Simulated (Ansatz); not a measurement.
CsPbBr$_{3}$ (cubic perovskite)

```
CELL_PARAMETERS angstrom
      5.93781     0.00000     0.00000
      0.00000     5.93781     0.00000
      0.00000     0.00000     5.93781
ATOMIC_POSITIONS crystal
  Cs 0.00000 0.00000 0.00000
  Pb 0.50000 0.50000 0.50000
  Br 0.00000 0.50000 0.50000
  Br 0.50000 0.50000 0.00000
  Br 0.50000 0.00000 0.50000
```

Equation-of-state scan: isotropic scaling of the cell above, V₀ being its volume. Symmetry pins the atoms to their sites.

Computed with r2SCAN (plane waves to 500 eV, PAW, scalar-relativistic; Ansatz, a program for electronic structure). k mesh 6×6×6 (Γ-centred), Fermi-Dirac smearing 0.05 eV. The energy includes the smearing's −TS. Compression counts positive. CsPbBr3 was relaxed with its symmetry unable to fall. Spin-orbit coupling is left out, though Pb is heavy. The PAW data are Ansatz's earlier set. This is a high-temperature form of CsPbBr3. The zero of ΔE is the relaxed starting cell.

| a (Å) | ΔE (kJ/mol of atoms) | P (GPa) |
|---|---|---|
| 5.7329 | 3.26 | 2.86 |
| 5.7855 | 1.74 | 1.98 |
| 5.8372 | 0.73 | 1.22 |
| 5.8879 | [?] | [?] |
| 5.9378 | 0.00 | 0.00 |
| 5.9869 | [?] | -0.49 |
| 6.0352 | [?] | -0.92 |
| 6.0827 | [?] | -1.29 |
| 6.1295 | 2.22 | -1.61 |

### Question
What belongs in the gaps?

### Answer

- 5.8879, ΔE (kJ/mol of atoms): 0.17
- 5.8879, P (GPa): 0.57
- 5.9869, ΔE (kJ/mol of atoms): 0.16
- 6.0352, ΔE (kJ/mol of atoms): 0.61
- 6.0827, ΔE (kJ/mol of atoms): 1.31

(Under strain, the slope of the energy per volume gives the stress and its curvature an elastic modulus.)
